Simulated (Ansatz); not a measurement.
Starting cell, Ge (diamond):

```xyz
2
Lattice="0.0000 2.8811 2.8811 2.8811 0.0000 2.8811 2.8811 2.8811 0.0000" Properties=species:S:1:pos:R:3 pbc="T T T"
Ge     2.8811     2.8811     2.8811
Ge     4.3217     4.3217     4.3217
```

Scan: atom 2 (Ge, nearest neighbour Ge at 2.495 Å; its periodic images, 4.1 Å or more away, move with it) is displaced along Cartesian [111], direction (0.577, 0.577, 0.577) in Cartesian axes, by s. The other atoms stay.

The numbers are results of PBE (plane waves to 420 eV, PAW, scalar-relativistic; Ansatz, an electronic-structure program), not measurements. k mesh 11×11×11 (Γ-centred), Fermi-Dirac smearing 0.05 eV. The energy includes the smearing's −TS. With partly filled bands, energies and forces of such displacements shift with the k mesh and the smearing. Ge was relaxed with its symmetry unable to fall. The PAW data are Ansatz's earlier set. The zero of ΔE is the undisplaced structure. The last digit holds for this mesh only.

```csv
s (Å),ΔE (meV/cell)
-0.250,withheld
-0.200,237.9
-0.150,127.9
-0.100,54.3
-0.050,12.9
0.000,0.0
0.050,11.5
0.100,43.9
0.150,94.5
0.200,160.9
0.250,239.8
```

Problem. Fit a polynomial form (powers 2, 3, 4) to the given rows and predict ΔE at s = -0.250.

Solution. Least squares on the 10 given rows: ΔE = (4882)·s² + (-4835)·s³ + (2616)·s⁴, in meV/cell with s in Å; root-mean-square residual 0.26 meV/cell. At -0.250 the fit gives 390.9 meV/cell; the calculation gives 388.9 meV/cell, so the extrapolation is off by 2.0 (+0.5 %). The quadratic term alone would give 305.1 meV/cell.

(A displaced cell: forces are minus the slopes of the energy, force constants its curvatures, and phonons follow from these.)
